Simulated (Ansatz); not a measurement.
A relaxation computed with Ansatz, from input to last step.

```yaml
crystal:
  lattice:
    - [2.2255, 1.2848930241, 13.9626666667]
    - [-2.2255, 1.2848930241, 13.9626666667]
    - [0.0, -2.5697860482, 13.9626666667]
  atoms:
    - { symbol: Bi, position: [0.7171666667, 0.7171666667, 0.7171666667] }
    - { symbol: Bi, position: [0.2828333333, 0.2828333333, 0.2828333333] }
    - { symbol: Bi, position: [0.146, 0.146, 0.146] }
    - { symbol: Bi, position: [0.854, 0.854, 0.854] }
    - { symbol: Te, position: [0.0, 0.0, 0.0] }
    - { symbol: Te, position: [0.4260333333, 0.4260333333, 0.4260333333] }
    - { symbol: Te, position: [0.5739666667, 0.5739666667, 0.5739666667] }
basis:
  ecutwfc: 420
kpoints:
  mp_grid: { grid: [12, 12, 12] }
hamiltonian:
  xc: pbe
  dispersion: d3bj
scf:
  occupations: { method: gaussian, width: 0.01 }
output:
  forces: true
  stress: true
  eigenvalues: true
  write_density: true
  write_potential: true
  elf: true
  volumetric_format: npy
relax:
  adjacent_minimum: "off"
  f_tol: 0.02
  max_steps: 70
  cell: { stress_tol: 0.1 }
```

```bash
ansatz run input.yaml --threads 2 --pin off --max-ram 5120MiB --backend cpu --events-out ev --progress --plain --runs-dir out
```

All numbers below come from DFT PBE+D3(BJ), scalar-relativistic, plane waves, PAW (Ansatz 0.2.0).

Of 7 frames 7 are shown, positions in Å and forces in eV/Å; the SCF threshold varies from step to step. Steps run on the plane waves of an earlier cell, with a Pulay correction in the pressure. The basis is chosen afresh for the last frame, the zero of the energies, and can be on the way; energy and pressure step there, also at an unchanged geometry.

```xyz
7
Lattice="2.2255 1.2849 13.9627 -2.2255 1.2849 13.9627 0.0000 -2.5698 13.9627" Properties=species:S:1:pos:R:3:forces:R:3 pbc="T T T" step=1 free_energy_over_end_meV_per_atom=16.12 pressure_GPa=-1.22
Bi    0.0000    0.0000   30.0407    0.0000    0.0000   -0.2300
Bi    0.0000    0.0000   11.8473    0.0000    0.0000    0.2300
Bi    0.0000    0.0000    6.1156    0.0000    0.0000    0.3510
Bi    0.0000    0.0000   35.7724    0.0000    0.0000   -0.3510
Te    0.0000    0.0000    0.0000    0.0000    0.0000    0.0000
Te    0.0000    0.0000   17.8457    0.0000    0.0000   -0.3890
Te    0.0000    0.0000   24.0423    0.0000    0.0000    0.3890
7
Lattice="2.2143 1.2784 13.6132 -2.2143 1.2784 13.6132 0.0000 -2.5569 13.6132" Properties=species:S:1:pos:R:3:forces:R:3 pbc="T T T" step=2 free_energy_over_end_meV_per_atom=5.11 pressure_GPa=1.43
Bi    0.0000    0.0000   29.1330    0.0000    0.0000    0.1030
Bi    0.0000    0.0000   11.7067    0.0000    0.0000   -0.1030
Bi    0.0000    0.0000    5.9761    0.0000    0.0000   -0.0790
Bi    0.0000    0.0000   34.8635    0.0000    0.0000    0.0790
Te    0.0000    0.0000    0.0000    0.0000    0.0000    0.0000
Te    0.0000    0.0000   17.2058    0.0000    0.0000    0.1720
Te    0.0000    0.0000   23.6339    0.0000    0.0000   -0.1720
7
Lattice="2.2261 1.2852 13.7613 -2.2261 1.2852 13.7613 0.0000 -2.5705 13.7613" Properties=species:S:1:pos:R:3:forces:R:3 pbc="T T T" step=3 free_energy_over_end_meV_per_atom=0.19 pressure_GPa=0.00
Bi    0.0000    0.0000   29.4975    0.0000    0.0000    0.0110
Bi    0.0000    0.0000   11.7865    0.0000    0.0000   -0.0110
Bi    0.0000    0.0000    6.0440    0.0000    0.0000    0.0350
Bi    0.0000    0.0000   35.2399    0.0000    0.0000   -0.0350
Te    0.0000    0.0000    0.0000    0.0000    0.0000    0.0000
Te    0.0000    0.0000   17.4501    0.0000    0.0000   -0.0510
Te    0.0000    0.0000   23.8338    0.0000    0.0000    0.0510
7
Lattice="2.2232 1.2836 13.8026 -2.2232 1.2836 13.8026 0.0000 -2.5671 13.8026" Properties=species:S:1:pos:R:3:forces:R:3 pbc="T T T" step=4 free_energy_over_end_meV_per_atom=0.00 pressure_GPa=0.04
Bi    0.0000    0.0000   29.5814    0.0000    0.0000    0.0070
Bi    0.0000    0.0000   11.8265    0.0000    0.0000   -0.0070
Bi    0.0000    0.0000    6.0631    0.0000    0.0000    0.0320
Bi    0.0000    0.0000   35.3448    0.0000    0.0000   -0.0320
Te    0.0000    0.0000    0.0000    0.0000    0.0000    0.0000
Te    0.0000    0.0000   17.4925    0.0000    0.0000   -0.0250
Te    0.0000    0.0000   23.9154    0.0000    0.0000    0.0250
7
Lattice="2.2215 1.2826 13.8510 -2.2215 1.2826 13.8510 0.0000 -2.5651 13.8510" Properties=species:S:1:pos:R:3:forces:R:3 pbc="T T T" step=5 free_energy_over_end_meV_per_atom=-0.07 pressure_GPa=0.04
Bi    0.0000    0.0000   29.6811    0.0000    0.0000    0.0030
Bi    0.0000    0.0000   11.8719    0.0000    0.0000   -0.0030
Bi    0.0000    0.0000    6.0906    0.0000    0.0000   -0.0210
Bi    0.0000    0.0000   35.4624    0.0000    0.0000    0.0210
Te    0.0000    0.0000    0.0000    0.0000    0.0000    0.0000
Te    0.0000    0.0000   17.5435    0.0000    0.0000   -0.0030
Te    0.0000    0.0000   24.0096    0.0000    0.0000    0.0030
7
Lattice="2.2226 1.2832 13.8494 -2.2226 1.2832 13.8494 0.0000 -2.5664 13.8494" Properties=species:S:1:pos:R:3:forces:R:3 pbc="T T T" step=6 free_energy_over_end_meV_per_atom=-0.07 pressure_GPa=0.01
Bi    0.0000    0.0000   29.6790    0.0000    0.0000   -0.0170
Bi    0.0000    0.0000   11.8692    0.0000    0.0000    0.0170
Bi    0.0000    0.0000    6.0889    0.0000    0.0000   -0.0050
Bi    0.0000    0.0000   35.4593    0.0000    0.0000    0.0050
Te    0.0000    0.0000    0.0000    0.0000    0.0000    0.0000
Te    0.0000    0.0000   17.5389    0.0000    0.0000    0.0130
Te    0.0000    0.0000   24.0094    0.0000    0.0000   -0.0130
7
Lattice="2.2226 1.2832 13.8494 -2.2226 1.2832 13.8494 0.0000 -2.5664 13.8494" Properties=species:S:1:pos:R:3:forces:R:3 pbc="T T T" step=7 free_energy_over_end_meV_per_atom=0.00 pressure_GPa=0.01
Bi    0.0000    0.0000   29.6790    0.0000    0.0000   -0.0170
Bi    0.0000    0.0000   11.8692    0.0000    0.0000    0.0170
Bi    0.0000    0.0000    6.0889    0.0000    0.0000   -0.0050
Bi    0.0000    0.0000   35.4593    0.0000    0.0000    0.0050
Te    0.0000    0.0000    0.0000    0.0000    0.0000    0.0000
Te    0.0000    0.0000   17.5389    0.0000    0.0000    0.0130
Te    0.0000    0.0000   24.0094    0.0000    0.0000   -0.0130
```

Time: 13 min on 2 threads of Arm Neoverse V1 (shared host), peak memory 2 GiB.

Spin–orbit coupling is left out, which can shift energies with elements as heavy as these.